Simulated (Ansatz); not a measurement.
The relaxed structure here is a generated cell of TiO2: the first start was made by placing the elements on the sites of a structure type, and the end was not matched to a known phase here, so it may be hypothetical. Known forms of TiO2 include space group No. 61, 136, 141.

One stationary structure of TiO2. Space group P2 (No. 3). Calculation: PBE (plane waves to 420 eV, PAW, scalar-relativistic; Ansatz, a quantum-chemistry and plane-wave program).

```cif
data_O8Ti4
_chemical_formula_sum 'Ti4 O8'
_space_group_name_H-M_alt 'P 1'
_space_group_IT_number 1
_cell_length_a 4.88058
_cell_length_b 4.77901
_cell_length_c 8.50685
_cell_angle_alpha 90.000
_cell_angle_beta 96.808
_cell_angle_gamma 90.000
loop_
_space_group_symop_operation_xyz
  'x, y, z'
loop_
_atom_site_label
_atom_site_type_symbol
_atom_site_fract_x
_atom_site_fract_y
_atom_site_fract_z
_atom_site_occupancy
Ti1 Ti 0.15793 0.99137 0.69029 1
Ti2 Ti 0.84207 0.99137 0.30971 1
Ti3 Ti 0.40788 0.58082 0.18847 1
Ti4 Ti 0.59212 0.58082 0.81153 1
O1 O 0.00000 0.12966 0.50000 1
O2 O 0.50000 0.70702 0.00000 1
O3 O 0.07260 0.75144 0.21035 1
O4 O 0.92740 0.75144 0.78965 1
O5 O 0.38952 0.73000 0.63966 1
O6 O 0.61048 0.73000 0.36034 1
O7 O 0.57605 0.23120 0.20678 1
O8 O 0.42395 0.23120 0.79322 1
```

| Property | Result |
|---|---|
| Volume per atom | 16.42 Å³ |
| Band gap | 3.06 eV, indirect (valence top at B, conduction bottom at k = (0.3333, 0, 0)) (no spin-orbit coupling) |
| Smallest direct gap | 3.15 eV at k = (0.1667, 0.3333, -0.3333) |
| Shortest distances | O–Ti 1.77 Å; O–O 2.71 Å; Ti–Ti 2.98 Å |
| k-mesh | 6×6×3 |

Band energies at high-symmetry points (eV from the VBM; labels of this space group; no spin-orbit coupling), from −5 eV up to 4.7 eV:

```tsv
point	energies
Γ	-3.53 -3.29 -3.19 -3.16 -3.02 -3.01 -2.98 -2.81 -2.80 -2.66 -2.55 -2.03 -1.96 -1.78 -1.73 -1.42 -1.08 -0.89 -0.89 -0.73 -0.65 -0.51 -0.14 -0.02 3.33 3.42 3.55 3.62 3.66 3.89 3.91 4.24 4.34
Z	-3.34 -3.30 -3.16 -3.11 -3.11 -2.96 -2.92 -2.82 -2.75 -2.66 -2.34 -2.27 -2.26 -1.74 -1.53 -1.40 -1.25 -1.10 -1.02 -0.89 -0.73 -0.40 -0.25 -0.06 3.20 3.23 3.38 3.62 3.64 4.01 4.34
D	-3.34 -3.28 -3.24 -3.17 -3.12 -2.93 -2.88 -2.81 -2.72 -2.52 -2.44 -2.22 -2.03 -2.01 -1.66 -1.44 -1.17 -1.11 -1.02 -1.00 -0.52 -0.41 -0.19 -0.16 3.14 3.20 3.54 3.63 3.84 3.93 4.34 4.44 4.65
B	-3.44 -3.40 -3.19 -3.09 -3.06 -2.98 -2.94 -2.89 -2.84 -2.59 -2.50 -2.10 -1.81 -1.81 -1.73 -1.65 -0.99 -0.92 -0.83 -0.78 -0.58 -0.56 -0.14 0.00 3.44 3.50 3.53 3.61 3.71 3.82 4.17 4.28 4.31
A	-3.34 -3.29 -3.24 -3.24 -3.09 -3.01 -2.89 -2.78 -2.63 -2.44 -2.37 -2.33 -2.12 -1.91 -1.70 -1.39 -1.11 -1.05 -0.95 -0.89 -0.62 -0.56 -0.27 -0.16 3.14 3.39 3.42 3.48 3.78 4.15 4.36 4.40
E	-3.47 -3.35 -3.30 -3.13 -3.11 -3.02 -2.78 -2.75 -2.49 -2.49 -2.40 -2.30 -1.98 -1.84 -1.78 -1.75 -1.39 -1.28 -1.02 -0.95 -0.66 -0.65 -0.14 -0.08 3.10 3.43 3.70 3.76 4.12 4.30 4.38 4.42 4.55 4.64
C2	-3.46 -3.34 -3.24 -3.13 -3.02 -2.98 -2.89 -2.85 -2.57 -2.50 -2.47 -2.20 -2.01 -1.95 -1.68 -1.66 -1.39 -1.37 -1.00 -0.92 -0.66 -0.64 -0.10 -0.06 3.20 3.34 3.51 3.67 4.25 4.28 4.38 4.45 4.65
Y2	-3.38 -3.29 -3.27 -3.09 -3.03 -3.00 -2.89 -2.88 -2.66 -2.57 -2.35 -2.18 -2.16 -2.07 -1.48 -1.44 -1.21 -1.01 -0.99 -0.93 -0.61 -0.42 -0.27 -0.17 3.09 3.27 3.57 3.74 3.79 4.02 4.30 4.34 4.59
```

No spin polarisation in the result.

The run could not lose the symmetry of its start: the end is stationary, and may be a saddle point rather than a minimum.
